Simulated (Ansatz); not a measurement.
# KGaH₄ — Ga-69 NMR of the central transition

Cell: a computed structure from the Materials Project (it need not be an observed phase), taken as it stands.

Space group Pnma (No. 62); a = 8.9747, b = 5.5091, c = 7.2293 Å.

| site | Wyckoff | site symmetry | x | y | z |
| --- | --- | --- | --- | --- | --- |
| K | 4c | .m. | 0.6824 | 0.2500 | 0.3418 |
| Ga | 4c | .m. | 0.0620 | 0.2500 | 0.6897 |
| H9 | 4c | .m. | 0.8993 | 0.2500 | 0.6069 |
| H13 | 4c | .m. | 0.1891 | 0.2500 | 0.5378 |
| H17 | 8d | 1 | 0.9169 | 0.9834 | 0.1823 |

One atom of each set is listed.

The numbers come from a DFT calculation in Ansatz (PBE, plane waves and PAW, scalar-relativistic, 420 eV cutoff, Γ-centred 3×5×4 k-points, Fermi–Dirac smearing 0.02 eV).

Ga-69 has I = 3/2 and Q = 171.0 mb (Pyykkö 2018); at 14.1 T its Larmor frequency is ν₀ = 144.5 MHz. Only the quadrupole interaction is simulated: positions count from each site's isotropic chemical shift, and shift anisotropy, dipolar and J coupling are left out.

(1) Simulate the second-order pattern (static powder, Gaussian broadening 4 kHz) of site Ga (4 H at 1.58–1.60 Å).

Results:

(1) The calculation gives C_Q = -8.08 MHz and η = 0.34, so ν_Q = 4.04 MHz and the centre of gravity lies at -81.1 ppm (-11.7 kHz).

```
offset (kHz)  height
      -55.12       0
      -52.34       7
      -49.56      31
      -46.79      47
      -44.01      50
      -41.24      53
      -38.46      56
      -35.68      60
      -32.91      66
      -30.13      74
      -27.35      89
      -24.58     100
      -21.80      86
      -19.02      74
      -16.25      68
      -13.47      64
      -10.69      62
       -7.92      61
       -5.14      60
       -2.36      60
        0.41      56
        3.19      50
        5.97      52
        8.74      57
       11.52      67
       14.30      89
       17.07      94
       19.85      65
       22.63      49
       25.40      31
       28.18       7
       30.96       0
```

Hardware: 1 thread of Arm Neoverse V2 (aarch64; 8 cores open to the job, memory cap 2.5 GiB, no GPU), a shared host with a load of 0.4 a core. Wall time 37 s, CPU time 37 s, peak memory 0.75 GiB.
